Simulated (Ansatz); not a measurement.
Ti$_{3}$IrC$_{2}$:
Space group P6₃/mmc (No. 194); a = b = 3.018 Å, c = 18.233 Å, α = β = 90.00°, γ = 120.00°

```json
[
 {"atom": "Ti", "site": "4f", "symmetry": "3m.", "x": "0.6667", "y": "0.3333", "z": "0.1340"},
 {"atom": "Ti", "site": "2a", "symmetry": "-3m.", "x": "0.0000", "y": "0.0000", "z": "0.0000"},
 {"atom": "Ir", "site": "2b", "symmetry": "-6m2", "x": "0.0000", "y": "0.0000", "z": "0.2500"},
 {"atom": "C", "site": "4f", "symmetry": "3m.", "x": "0.3333", "y": "0.6667", "z": "0.0712"}
]
```

Relaxed at zero pressure with DFT-PBE in the program Ansatz with PAW potentials.

The volume is raised by 6 % and shape and atoms relax at that volume. What pressure results, and how do the axes share the change?

-11.5 GPa; a 2.1 %, b 2.1 %, c 1.8 %; the energy rises by 27 meV/atom.

Give the new structure.


Space group P6₃/mmc (No. 194); a = b = 3.080 Å, c = 18.556 Å, α = β = 90.00°, γ = 120.00°

```csv
atom,site,symmetry,x,y,z
Ti,4f,3m.,0.6667,0.3333,0.1332
Ti,2a,-3m.,0.0000,0.0000,0.0000
Ir,2b,-6m2,0.0000,0.0000,0.2500
C,4f,3m.,0.3333,0.6667,0.0712
```

The phase is kept; no other phase was compared at this pressure.

Space group P6_3/mmc. The start of the workflow was typed in or built on a structure type; neither database checked (COD, Materials Project) lists it. Whether it is the stable phase at ambient conditions was not checked. The cell was relaxed with PBE under the symmetry of its start; its stability against distortions is not shown here. The run is not spin-polarised. Scalar-relativistic: spin–orbit coupling is off unless named, which matters more the heavier the elements.

Potentials: the earlier of the program's two PAW sets.
